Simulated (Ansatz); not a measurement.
Ansatz (a first-principles code) input:

Ansatz 0.2 input:
```yaml
crystal:
  lattice:
    - [2.7511328621, 0.0, 0.0]
    - [-1.3755664311, 2.3825509478, 0.0]
    - [0.0, 0.0, 8.8748997745]
  atoms:
    - { symbol: Re, position: [0.0, 0.0, 0.0] }
    - { symbol: Re, position: [0.0, 0.0, 0.5] }
    - { symbol: Re, position: [0.3333333333, 0.6666666667, 0.25] }
    - { symbol: Re, position: [0.6666666667, 0.3333333333, 0.75] }
kpoints:
  mp_grid: { grid: [12, 12, 4] }
  band_path:
    path:
      - [[0.0, 0.0, 0.0], [0.5, 0.0, 0.0], [0.3333333333, 0.3333333333, 0.0], [0.0, 0.0, 0.0], [0.0, 0.0, 0.5], [0.5, 0.0, 0.5], [0.3333333333, 0.3333333333, 0.5], [0.0, 0.0, 0.5]]  # Γ-M-K-Γ-A-L-H-A
      - [[0.5, 0.0, 0.5], [0.5, 0.0, 0.0]]  # L-M
      - [[0.3333333333, 0.3333333333, 0.5], [0.3333333333, 0.3333333333, 0.0]]  # H-K
    npoints: 8
basis: { xc_grid: 2 }
hamiltonian:
  xc: pbesol
  pseudopotentials: { kind: paw }
magnetization: { noncollinear: true, spin_orbit: true }
scf:
  n_extra_bands: 12
  convergence: { dr2_threshold: 0.0000000001 }
  occupations: { method: gaussian, width: 0.05 }
output: { eigenvalues: true }
```

Output (shortened):

```
Pseudopotential: Re, paw_fr, valence charge 15
Functional definition: PBEsol
non-collinear run that drives no moment, with spin-orbit …
Crystal: 4 atoms, lattice volume = 58.172 Å³
Basis set: ecut = 420 eV, 1151 PW (Γ), exchange–correlation on 40×40×120 points (8 copies of the dense FFT grid, shifted against one another)
Bands: 72, of which v1, the nominal top of the filled ones, is band 60 counted from 1 (59 counted from 0)
Symmetry: 24 space group operations + 24 with time reversal
k-points: 57 of 576
Projection manifold: j_resolved (fully-relativistic pseudo-atomic orbitals)
SCF iter   1: F=—  HF=-43055.371546 eV  |F-HF|=—  |Δ(HF+E_count)|=         —  Δρ=6.30e-2  dr2=2.10e0  dr2_m=0.00e0 (ungated)  ethr=3.10e-3  |M|=0.00e0 ∫|m|=0.00e0 μB  |m|>n=0.0e0 m-floor=0.0e0 τ_xc=0.0e0  β_m=0.30  ⟨swp⟩=5.1  Hψ=8248  notcnv=0  defer=10
preconditioner: auto → Resta (q_TF=auto, 2.742 Å⁻¹)
spin=Noncollinear: Resta preconditioning applied to the charge; magnetization (m_x, m_y, m_z) channels mix plain (no charge-response kernel on spin).
SCF iter   2: F=—  HF=-43054.950271 eV  |F-HF|=—  |Δ(HF+E_count)|=   4.21e-1  Δρ=4.58e-2  dr2=1.08e0  dr2_m=0.00e0 (ungated)  ethr=3.10e-3  |M|=0.00e0 ∫|m|=0.00e0 μB  |m|>n=0.0e0 m-floor=0.0e0 τ_xc=0.0e0  β_m=0.65  ⟨swp⟩=2.0  Hψ=2546  notcnv=0  defer=336
preconditioner: auto → Kerker (q_TF=auto, 2.742 Å⁻¹)
spin=Noncollinear: Kerker preconditioning applied to the charge; magnetization (m_x, m_y, m_z) channels mix plain (no charge-response kernel on spin).
SCF iter   3: F=—  HF=-43054.514053 eV  |F-HF|=—  |Δ(HF+E_count)|=   4.36e-1  Δρ=4.31e-3  dr2=4.12e-3  dr2_m=0.00e0 (ungated)  ethr=1.80e-3  |M|=0.00e0 ∫|m|=0.00e0 μB  |m|>n=0.0e0 m-floor=0.0e0 τ_xc=0.0e0  β_m=0.82  ⟨swp⟩=3.0  Hψ=3652  notcnv=0  defer=336
SCF iter   4: F=—  HF=-43054.515303 eV  |F-HF|=—  |Δ(HF+E_count)|=   1.25e-3  Δρ=9.05e-4  dr2=2.86e-4  dr2_m=0.00e0 (ungated)  ethr=6.87e-6  |M|=0.00e0 ∫|m|=0.00e0 μB  |m|>n=0.0e0 m-floor=0.0e0 τ_xc=0.0e0  β_m=0.91  ⟨swp⟩=2.2  Hψ=3559  notcnv=0  defer=336
SCF iter   5: F=—  HF=-43054.515246 eV  |F-HF|=—  |Δ(HF+E_count)|=   5.75e-5  Δρ=1.70e-4  dr2=3.10e-5  dr2_m=0.00e0 (ungated)  ethr=4.76e-7  |M|=0.00e0 ∫|m|=0.00e0 μB  |m|>n=0.0e0 m-floor=0.0e0 τ_xc=0.0e0  β_m=0.92  ⟨swp⟩=2.0  Hψ=2575  notcnv=0  defer=336
SCF iter   6: F=—  HF=-43054.515244 eV  |F-HF|=—  |Δ(HF+E_count)|=   1.99e-6  Δρ=9.51e-5  dr2=1.09e-5  dr2_m=0.00e0 (ungated)  ethr=5.17e-8  |M|=0.00e0 ∫|m|=0.00e0 μB  |m|>n=0.0e0 m-floor=0.0e0 τ_xc=0.0e0  β_m=0.86  ⟨swp⟩=2.0  Hψ=2629  notcnv=0  defer=336
SCF iter   7: F=—  HF=-43054.515243 eV  |F-HF|=—  |Δ(HF+E_count)|=   8.83e-7  Δρ=3.51e-5  dr2=1.49e-6  dr2_m=0.00e0 (ungated)  ethr=1.82e-8  |M|=0.00e0 ∫|m|=0.00e0 μB  |m|>n=0.0e0 m-floor=0.0e0 τ_xc=0.0e0  β_m=0.93  ⟨swp⟩=1.6  Hψ=1957  notcnv=0  defer=336
SCF iter   8: F=—  HF=-43054.515243 eV  |F-HF|=—  |Δ(HF+E_count)|=   9.76e-8  Δρ=9.18e-6  dr2=1.01e-7  dr2_m=0.00e0 (ungated)  ethr=2.49e-9  |M|=0.00e0 ∫|m|=0.00e0 μB  |m|>n=0.0e0 m-floor=0.0e0 τ_xc=0.0e0  β_m=0.97  ⟨swp⟩=1.6  Hψ=2157  notcnv=0  defer=336
SCF iter  10: F=-43054.515243 eV  HF=-43054.515243 eV  |F-HF|=4.37e-11  |Δ(HF+E_count)|=  1.75e-10  Δρ=1.41e-7  dr2=2.89e-11  dr2_m=0.00e0 (ungated)  ethr=1.00e-12  |M|=0.00e0 ∫|m|=0.00e0 μB  |m|>n=0.0e0 m-floor=0.0e0 τ_xc=0.0e0  ⟨swp⟩=8.0  Hψ=6266  notcnv=0
SCF 1 converged in 10 iterations: F = -43054.515243 eV  dr2 = 2.89e-11
NSCF: frozen V_eff on 75 k-points
SCF converged after 10 iterations
Magnetization: |M| = 0.0000 μB,  M = (+0.0000, +0.0000, +0.0000) μB
Absolute magnetization: 0.0000 μB (∫|m|)
  site 0: m = (+0.0000, +0.0000, +0.0000) μB, |m| = 0.0000 μB  (R = 1.13 Å)
  site 1: m = (+0.0000, +0.0000, +0.0000) μB, |m| = 0.0000 μB  (R = 1.13 Å)
  site 2: m = (+0.0000, +0.0000, +0.0000) μB, |m| = 0.0000 μB  (R = 1.13 Å)
  site 3: m = (+0.0000, +0.0000, +0.0000) μB, |m| = 0.0000 μB  (R = 1.13 Å)
Free energy (F): -43054.515243 eV
Harris-Foulkes:  -43054.515243 eV  (|F-HF|=4.37e-11)
Internal energy: -43054.512120 eV  (E = F + TS)
E sigma→0 (E₀):  -43054.513681 eV
Entropy (-TS):   -0.003123 eV (-0.781 meV/atom)
Fermi energy:    24.291413 eV
--- Per-component energies (eV) ---
  E_band       = -290.520632
  E_kinetic    = 2167.264111
  E_local      = -2993.862592  (includes V_loc(G=0)·N_el)
  E_nonlocal   = 179.034912
  E_hartree    = 1074.731488
  E_xc         = -1602.667367
  E_vxc        = -1217.021491  (∫ρ·V_xc dr)
  E_paw        = -34212.838255  (= ΣΔE_a)
  E_vpaw       = -575.398233  (= ΣTr[D̂ρ^β])
  E_aug_tail   = -0.000297  (compensation charges beyond the density's cutoff)
  E_ewald      = -7667.126870
  E_core_change = 0.952751  (= ΣΔE_core)
  E_smearing   = -0.003123  (= −TS)
  E_closure    = 0.000000  (closes the sum)
  Σ components = -43054.515243   (vs F -43054.515243, Δ=0.00e0)
  [band-id]    e_kinetic+e_local+e_nonlocal+2·e_hartree+e_vxc+e_vpaw+e_augmentation_tail = -290.520616   (vs E_band -290.520632, Δ=1.65e-5)
--- Band table (eV; the first three rows and the last of 57) ---
  k-point 0: bands = ["-55.4170", "-55.4170", "-55.3680", "-55.3680", "-55.3284", "-55.3284", "-55.2788", "-55.2788", "-25.3279", "-25.3279", "-25.1686", "-25.1686", "-25.1321", "-25.1321", "-24.9760", "-24.9760", "-14.8310", "-14.8310", "-14.3166", …
  k-point 1: bands = ["-55.4123", "-55.4123", "-55.3804", "-55.3804", "-55.3160", "-55.3160", "-55.2837", "-55.2837", "-25.3144", "-25.3144", "-25.2200", "-25.2200", "-25.0812", "-25.0812", "-24.9890", "-24.9890", "-14.7916", "-14.7916", "-14.5039", …
  k-point 2: bands = ["-55.3989", "-55.3989", "-55.3989", "-55.3989", "-55.2972", "-55.2972", "-55.2972", "-55.2972", "-25.2762", "-25.2762", "-25.2762", "-25.2762", "-25.0260", "-25.0260", "-25.0260", "-25.0260", "-14.6779", "-14.6779", "-14.6779", …
  k-point 56: bands = ["-55.2790", "-55.2790", "-55.2790", "-55.2790", "-55.2388", "-55.2388", "-55.2388", "-55.2388", "-25.3973", "-25.3973", "-25.3934", "-25.3934", "-25.3633", "-25.3633", "-25.3611", "-25.3611", "-14.8408", "-14.8408", "-14.8107", …
```

Cost: about 70 core-seconds (a rough figure) on shared cores.

Space group P6_3/mmc (dhcp (α-La type)). The workflow started from a Materials Project entry (that database holds measured and hypothetical structures alike). Its sites differ from those of the usual phase in this space group: another stacking or structure type. The PBEsol relaxation kept the symmetry of its start; of distortions, only those at the zone centre were tested. No spin polarisation was allowed.

Potentials: the later of the program's two PAW sets.

Ansatz is a plane-wave DFT program.
